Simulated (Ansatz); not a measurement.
**HfC: energy along a strain**

HfC, Fm-3m, a = 4.650 Å (as given, not relaxed at this level: -6.5 GPa). Ansatz: PBEsol, PAW, 420 eV, Γ-centred 18×18×18 mesh on 2 atoms, Gaussian smearing 0.15 eV; no spin polarisation. Cell vectors (Å): 0.000 2.325 2.325; 2.325 0.000 2.325; 2.325 2.325 0.000. The cell is strained by x per cent times the pattern (0 0 0 0 1 0) in the order xx yy zz yz xz xy (engineering shears), with fractional coordinates held. y is the free energy over the start, V0 = 12.568 Å³/atom. Symmetry makes y even in x. Points with a strain past 8.5 % were computed too (4) and aren't used here.

```tsv
x (%)	y (meV/atom)
-7.50	36.62
0.00	0.00
1.87	?
3.75	9.15
5.62	20.56
```

Problem. Fit y = c2 x² + c4 x⁴ to the other rows, get the stiffness along the pattern, and predict the missing energy.

Solution. Least squares on the rows shown. y = 0.65074 x² + 5.0639×10⁻⁶ x⁴. The clamped-ion stiffness p·C·p = 2 × 6.507 eV × 160.2 / 12.568 Å³ = 166 GPa, which is C55 in these axes (C44 of the cubic crystal) (second derivative at the start, which stands under stress). At x = 1.87 the fit asked for gives 2.28 meV/atom. The run gave 2.27 meV/atom, so the fit is 0.01 meV/atom too high, a small miss on the scale of the series.

Spin–orbit coupling is left out, which can shift energies with elements as heavy as these.